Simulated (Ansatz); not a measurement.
input.yaml (Ansatz)

```yaml
crystal:
  lattice:
    - [3.0670153108, 0.0, 0.0]
    - [0.0, 3.0670153108, 0.0]
    - [0.0, 0.0, 3.0670153108]
  atoms:
    - { symbol: Pd, position: [0.0, 0.0, 0.0], spin: 0.5 }
    - { symbol: Pd, position: [0.5, 0.5, 0.5], spin: -0.5 }
hamiltonian:
  xc: mr2scan
  pseudopotentials:
    kind: paw
    azcp:
      Pd: "pseudopotentials/Pd.paw.azcp"
basis:
  ecutwfc: 500
  fft_grid_basis: typed
kpoints:
  mp_grid: { grid: [11, 11, 11], shift: [0, 0, 0] }
magnetization:
  spin_polarized: true
scf:
  occupations: { method: fermi_dirac, width: 0.05 }
  lower_state_search: "off"
output:
  stress: true
```

Terminal output

```
Engine: ansatz 0.2.0, aarch64-unknown-linux-gnu
Pseudopotentials: kind: paw
Pseudopotential: Pd, paw, valence charge 18, recommended cutoff 500 eV (meta_gga) 
Functional definition: m-r2SCAN
  exchange = m_r2scan_x
  correlation = m_r2scan_c
Crystal: 2 atoms, lattice volume = 28.850 Å³
Basis set: ecut = 500 eV, 739 PW (Γ), exchange–correlation on 96×96×96 points (64 copies of the dense FFT grid, shifted against one another)
Bands: 23, of which v1, the nominal top of the filled ones, is band 18 counted from 1 (17 counted from 0)
Symmetry: 48 space group operations
Space group: Pm-3m (ITA 221), of the structure as read, at distance tolerance 3.1e-5 Å
Magnetic group: BNS 221.97 (UNI 1599), of the structure as read, at distance tolerance 3.1e-5 Å
k-points: 56 of 1331
Non-local potential: Pd, projectors of the file, l = 0: 2, l = 1: 2, l = 2: 2, l = 3: 1
PAW form: soft (Blöchl's): semilocal exchange-correlation on the pseudo side does not see the compensation charge
PAW frozen core: Pd, regenerated for the run's functional (the file was generated under x = pbe(κ = 0.804, μ = 0.2195149727645171), c = pbe(β = 0.06672455060314922))
PAW one-centre angular grid: Pd, 590 points (default); XC on 160 Gauss nodes
Initial density: superposition of atomic densities (chi_scale 0.1, normalization cell)
Starting moments: Σ|m| = 1 μB on 2 of 2 sites
Starting magnetic order: antiferromagnet; a translation exchanges its spin sublattices: spin-degenerate at every k-point
Initial wavefunctions: pseudopotential atomic-orbital guess
Functional: x = mr2scan, c = mr2scan; τ floored in thin density (d = 2e-4 eV/Å³)
SCF iter   1: F=-13969.320138 eV  HF=-13972.394700 eV  |F-HF|=3.07e0  |Δ(HF+E_count)|=         —  Δρ=7.01e-2 (↑7.01e-2 ↓7.01e-2)  dr2=4.58e0  dr2_τ=2.90e-2  dr2_m=2.17e-1  M=0.000 μB ∫|m|=0.221 μB  β_m=0.30  ethr=3.10e-3  ⟨swp⟩=5.4  Hψ=5439  notcnv=0
SCF iter   2: F=-13970.752292 eV  HF=-13971.571738 eV  |F-HF|=8.19e-1  |Δ(HF+E_count)|=   8.23e-1  Δρ=4.38e-2 (↑4.38e-2 ↓4.38e-2)  dr2=1.61e0  dr2_τ=2.12e-2  dr2_m=1.28e-1  M=0.000 μB ∫|m|=0.168 μB  β_m=0.30  ethr=3.10e-3  ⟨swp⟩=2.7  Hψ=2773  notcnv=0  defer=14  κ⁻¹=1.0e0(r=1)
SCF iter   3: F=-13971.365842 eV  HF=-13971.277914 eV  |F-HF|=8.79e-2  |Δ(HF+E_count)|=   2.94e-1  Δρ=2.02e-2 (↑2.02e-2 ↓2.02e-2)  dr2=6.36e-2  dr2_τ=9.15e-3  dr2_m=7.65e-2  M=0.000 μB ∫|m|=0.122 μB  β_m=0.30  ethr=3.10e-3  ⟨swp⟩=2.1  Hψ=2330  notcnv=0  defer=14  κ⁻¹=2.3e-3(r=2)
SCF iter   4: F=-13971.371577 eV  HF=-13971.361404 eV  |F-HF|=1.02e-2  |Δ(HF+E_count)|=   8.35e-2  Δρ=1.34e-2 (↑1.34e-2 ↓1.34e-2)  dr2=8.48e-3  dr2_τ=8.13e-4  dr2_m=4.44e-2  M=0.000 μB ∫|m|=0.093 μB  β_m=0.30  ethr=1.77e-4  ⟨swp⟩=3.0  Hψ=3074  notcnv=0  defer=15  κ⁻¹=8.2e-6(r=3)
SCF iter   5: F=-13971.376331 eV  HF=-13971.369629 eV  |F-HF|=6.70e-3  |Δ(HF+E_count)|=   8.22e-3  Δρ=9.97e-3 (↑9.97e-3 ↓9.97e-3)  dr2=1.55e-3  dr2_τ=4.53e-4  dr2_m=2.58e-2  M=0.000 μB ∫|m|=0.072 μB  β_m=0.30  ethr=2.35e-5  ⟨swp⟩=2.0  Hψ=2568  notcnv=0  defer=15  κ⁻¹=6.3e-6(r=4)
SCF iter   6: F=-13971.378043 eV  HF=-13971.373468 eV  |F-HF|=4.57e-3  |Δ(HF+E_count)|=   3.84e-3  Δρ=7.55e-3 (↑7.55e-3 ↓7.55e-3)  dr2=2.35e-5  dr2_τ=2.19e-4  dr2_m=1.51e-2  M=0.000 μB ∫|m|=0.055 μB  β_m=0.30  ethr=4.32e-6  ⟨swp⟩=2.2  Hψ=2188  notcnv=0  defer=15  κ⁻¹=4.1e-9(r=5)
SCF iter   7: F=-13971.378522 eV  HF=-13971.375874 eV  |F-HF|=2.65e-3  |Δ(HF+E_count)|=   2.41e-3  Δρ=5.77e-3 (↑5.77e-3 ↓5.77e-3)  dr2=3.18e-5  dr2_τ=1.22e-4  dr2_m=8.81e-3  M=0.000 μB ∫|m|=0.042 μB  β_m=0.30  ethr=6.53e-8  ⟨swp⟩=2.0  Hψ=2310  notcnv=0  defer=15
...
iter 13 did not close the SCF: its close was put off for a magnetic moment that had not settled (scf_convergence_deferred on its scf_iter line)
SCF iter  13: F=-13971.379203 eV  HF=-13971.379203 eV  |F-HF|=1.06e-9  |Δ(HF+E_count)|=   1.88e-9  Δρ=1.72e-6 (↑1.72e-6 ↓1.72e-6)  dr2=1.49e-10  dr2_τ=2.59e-11  dr2_m=6.75e-10  M=0.000 μB ∫|m|=0.000 μB  β_m=0.30  ethr=1.00e-12  ⟨swp⟩=1.0  Hψ=3664  notcnv=0  κ⁻¹=3.4e-8(r=6)
SCF iter  14: F=-13971.379203 eV  HF=-13971.379203 eV  |F-HF|=7.28e-12  |Δ(HF+E_count)|=   1.63e-9  Δρ=1.54e-7 (↑1.54e-7 ↓1.54e-7)  dr2=7.08e-12  dr2_τ=3.04e-13  dr2_m=3.76e-12  M=0.000 μB ∫|m|=0.000 μB  ethr=1.00e-12  ⟨swp⟩=1.0  Hψ=3874  notcnv=0
WARN: the starting moments were not kept: the SCF closed with an absolute magnetisation of 1.4e-6 μB, where they sum to 1 μB in size (2 sites). That is at most 0.1 of that sum. Measured as dr2_m measures the in/out step, that magnetisation stands 3.0e-13 eV from none, at or under the dr2_threshold of 1.0e-7 eV: it is no larger than a step whose dr2_m would equal this threshold. The system may hold no moment; this SCF shows only that its start led to no more than that. To try another start: raise the starting moments (crystal.atoms[].spin, magnetization.per_species, magnetization.initial_magnetization, or on a non-collinear deck that types none of these the spinor_matrix: blocks that start its atoms; where the total moment is fixed, keep their sum and leave initial_magnetization as it is; typed ones take the place of any that the run laid by itself, positive ones on a crystal's lanthanoids without a Hubbard term where scf.initial_density.shell_occupations: [] is typed) or, if the notice of its spin-set hold's release reads "site moments contracting" or "site moments show no strong build", lengthen the hold (scf.mixing.spin_hold: { on: { confirm: 4 } }; for m-r²SCAN on two components see the key's manual first). Each may lead to a state that holds a moment. A second SCF, from the converged charge density, with the starting moments and any scf.initial_density.shell_occupations laid on it anew, would have followed, and was not run: the deck does not ask for one (magnetization.retry_lost_moments is false, the default). To let it run, set magnetization.retry_lost_moments: true and run the deck again, where that key's refused combinations let it; where memory then withholds it, that run's warning says so.
SCF 1 converged in 14 iterations: F = -13971.379203 eV  dr2 = 7.08e-12
this state was not tested for a lower state beside it, because the mixer in use, unlike msr1, does not test its closes by its own steps (another_mixer; see scf.mixing.algorithm and scf.lower_state_search)
SCF converged after 14 iterations
Magnetization: 0.0000 μB (18.0000 up, 18.0000 down)
Absolute magnetization: 0.0000 μB (∫|ρ↑−ρ↓|, with the PAW one-centre terms)
Spin contamination: 0.0000 ħ² per cell (⟨S²⟩ above its minimum at these occupations)
Per-site moments (μB) at R_I (Å): [(1.0973128093139996e-7, 1.095646683841308), (-1.0973128093139996e-7, 1.095646683841308)]
Free energy (F): -13971.379203 eV
Harris-Foulkes:  -13971.379203 eV  (|F-HF|=7.28e-12)
Internal energy: -13971.360998 eV  (E = F + TS)
E sigma→0 (E₀):  -13971.370101 eV
Entropy (-TS):   -0.018205 eV (-9.102 meV/atom)
Fermi energy:    20.229750 eV
--- Per-component energies (eV) ---
  E_band       = -288.985370
  E_kinetic    = 1033.113552
  E_local      = -3444.874529  (includes V_loc(G=0)·N_el)
  E_nonlocal   = 435.687093
  E_hartree    = 1407.564460
  E_xc         = -321.337550
  E_vxc        = -465.974425  (∫ρ·V_xc dr)
  E_paw        = -7544.677632  (= ΣΔE_a)
  E_vpaw       = -696.256883  (= ΣTr[D̂ρ^β])
  E_aug_tail   = 0.000223  (compensation charges beyond the density's cutoff)
  E_vtau       = 34.190518  (kinetic-family band-sum trace: ∫τ·v_τ [+ j·A + Jᵃ·Aᵃ] dr)
  E_ewald      = -5535.932443
  E_core_change = -0.904173  (= ΣΔE_core)
  E_smearing   = -0.018205  (= −TS)
  E_closure    = -0.000000  (closes the sum)
  Σ components = -13971.379203   (vs F -13971.379203, Δ=0.00e0)
--- Stress (GPa, compression-positive) ---
        8.343423      -0.000000       0.000000
       -0.000000       8.343423      -0.000000
        0.000000      -0.000000       8.343423
  P = ⅓ Tr σ = 8.3434 GPa (83.434 kbar)
```

Launched by

```sh
ansatz run input.yaml --threads 2 --pin off --max-ram 5120MiB --backend cpu --events-out ev --progress --plain --runs-dir out
```

On 2 threads of Arm Neoverse V2 (shared host) this took about 4.1 s of wall time and 7.8 s of CPU time.
